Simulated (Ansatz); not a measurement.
The calculation used Ansatz, DFT PBE, scalar-relativistic, plane waves, PAW. Settings: cutoff 420 eV, Γ-centred meshes spaced at most about 0.3 Å⁻¹, and about 0.25 Å⁻¹ or finer for metals (2π included), Gaussian smearing. No spin polarisation in the final relaxations.

All energies are static (0 K, no zero-point motion).

Compare these two cells of Al2GaP3, each relaxed at this level.

A.

```yaml
crystal:
  lattice:
    - [4.14232, 0.00000, 0.00000]
    - [-2.07116, 3.58735, 0.00000]
    - [0.00000, 0.00000, 6.97004]
  atoms:
    - { symbol: Al, position: [0.66667, 0.33333, 0.27771] }
    - { symbol: Al, position: [0.66667, 0.33333, 0.72229] }
    - { symbol: Ga, position: [0.00000, 0.00000, 0.00000] }
    - { symbol: P, position: [0.00000, 0.00000, 0.50000] }
    - { symbol: P, position: [0.33333, 0.66667, 0.00000] }
    - { symbol: P, position: [0.33333, 0.66667, 0.50000] }
```

B.

```yaml
crystal:
  lattice:
    - [3.33289, 0.00000, 0.00000]
    - [0.00000, 3.33289, 0.00000]
    - [0.00000, 0.00000, 8.98839]
  atoms:
    - { symbol: Al, position: [0.00000, 0.00000, 0.33378] }
    - { symbol: Al, position: [0.00000, 0.00000, 0.66622] }
    - { symbol: Ga, position: [0.00000, 0.00000, 0.00000] }
    - { symbol: P, position: [0.50000, 0.50000, 0.21982] }
    - { symbol: P, position: [0.50000, 0.50000, 0.50000] }
    - { symbol: P, position: [0.50000, 0.50000, 0.78018] }
```

Task: Which form is favoured at zero pressure, and by what margin per atom?

Result: B is lower, by 203 meV/atom. A has space group P-6m2 (No. 187), 17.3 Å³/atom and no gap on its mesh; B has Al and Ga ordered on caesium chloride sites, space group P4/mmm (No. 123), 16.6 Å³/atom and no gap. Counting P atoms around Al and Ga (those within 1.25 times the shortest such distance or 1.15 times the sum of covalent radii, 1.27 where that leaves under three; the shortest distance is added where it exceeds 1.18 times the sum of covalent radii), A has Al 9 from 2.8 Å, Ga 3 and B has Al 8, Ga 8 from 3.1 Å. A holds P–P nets (shortest 2.39 Å); in B the shortest P–P distance is 2.52 Å, near bonding range too. The denser one is the lower, and pressure would at first widen the difference. Even the lower one lies +0.10 eV/atom against the reference forms of the elements (uncorrected), so neither is stable at this level. Both come from invented guesses. A third cell relaxed alike, in P4mm, lies 248 meV/atom below the lower of the two.

Cells relaxed within their symmetry can be saddle points.
